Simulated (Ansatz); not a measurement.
According to plane-wave PAW r²SCAN (Ansatz code), BP in the hexagonal phase (P6_422; B on 3c, P on 3d) relaxes to a = 3.276 Å, c = 7.005 Å. Its formation energy from the elements is 0.066 eV/atom, with no fitted shifts.

It is gapped at this level: 0.23 eV (indirect). The valence maximum lies at Γ and the conduction minimum at M (3 equivalent valleys). HSE06 on the same cell gives 0.62 eV. Electrons at the band edge weigh 0.18, 0.27, 0.31 mₑ (principal values). The hole mass is 0.33, 0.42, 0.42 mₑ (principal values).

The bulk modulus is 177 GPa. The relaxed-ion elastic constants in GPa are C11 = 434, C12 = 43.2, C13 = 61.6, C33 = 393, C44 = 212. The elastic constants imply a Debye temperature near 1150 K. Bader charges are B +0.48, P -0.48 e.

The start of the workflow was typed in or built on a structure type; neither database checked (COD, Materials Project) lists it. It is not the phase usual at ambient conditions (space group No. 216). The r²SCAN relaxation kept the symmetry of its start; its stability against distortions is not shown here. The references are the lowest solids computed at this level, not always the standard phases.

Potentials: the earlier of the program's two PAW sets.
